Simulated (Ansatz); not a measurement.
## ⁷³Ge nuclear quadrupole resonance in RbTaGeS5

Cell: a computed structure from the Materials Project (it need not be an observed phase), atoms as given.

Space group P-1 (No. 2); a = 7.0402, b = 7.2096, c = 9.1407 Å, α = 69.49°, β = 78.56°, γ = 74.82°.

```
site  Wyckoff  site symmetry       x       y       z
  Rb       2i              1  0.5895  0.3625  0.3107
  Ta       2i              1  0.2393  0.0306  0.0058
  Ge       2i              1  0.9808  0.7031  0.3753
  S7       2i              1  0.0696  0.7570  0.9995
  S8       2i              1  0.4353  0.2279  0.0311
  S9       2i              1  0.6961  0.8739  0.2903
 S10       2i              1  0.2265  0.8620  0.2955
 S11       2i              1  0.0656  0.3861  0.3592
```

One atom of each set is listed.

Computed with Ansatz: DFT, PBE, plane waves and PAW, scalar-relativistic, 420 eV cutoff, Γ-centred 4×4×4 k-points, Fermi–Dirac smearing 0.02 eV.

⁷³Ge: I = 9/2, Q = -196.0 mb (year-2017 value). Static lattice, zero field.

Problem. At which frequencies do the ⁷³Ge NQR lines lie?

Solution. For I = 9/2 and η = 0 the lines are |C_Q|/24 times 1, 2, 3 and 4; η shifts the lowest up most.

```
site  atoms  V_zz (10²¹ V/m²)  C_Q (MHz)     η  line frequencies (MHz)
  Ge      2              5.33      -25.3  0.66  2.08, 2.86, 2.88, 4.06
```

The largest force is 0.4 eV/Å, so the atoms aren't at the calculated equilibrium and relaxing them would move these values.
